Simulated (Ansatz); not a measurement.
Given:

B:
```
CELL_PARAMETERS angstrom
      2.44193     1.40985     4.16100
     -2.44193     1.40985     4.16100
      0.00000    -2.81969     4.16100
ATOMIC_POSITIONS crystal
  B  0.01002 0.65421 0.01002
  B  0.98998 0.34579 0.98998
  B  0.01002 0.01002 0.65421
  B  0.98998 0.98998 0.34579
  B  0.65421 0.01002 0.01002
  B  0.34579 0.98998 0.98998
  B  0.22083 0.63126 0.22083
  B  0.77917 0.36874 0.77917
  B  0.22083 0.22083 0.63126
  B  0.77917 0.77917 0.36874
  B  0.63126 0.22083 0.22083
  B  0.36874 0.77917 0.77917
```

This is the r²SCAN+D4-relaxed structure. Tensor components refer to the Cartesian frame of this cell.

### Question
All from r²SCAN+D4 in the plane-wave PAW code Ansatz, unless another level is named. Give the smallest direct gap on the standard path.

### Answer
1.99 eV.

### Question
What about the band gap?

### Answer
1.58 eV (indirect).

### Question
Next, the conduction-band minimum?

### Answer
off the standard path, at k = (0.323, 0.323, -0.258).

### Question
Give the valence-band maximum.

### Answer
at T.

Space group R-3m (α-B12). The cell was relaxed with r²SCAN+D4 under the symmetry of its start.

Potentials: the earlier of the program's two PAW sets.
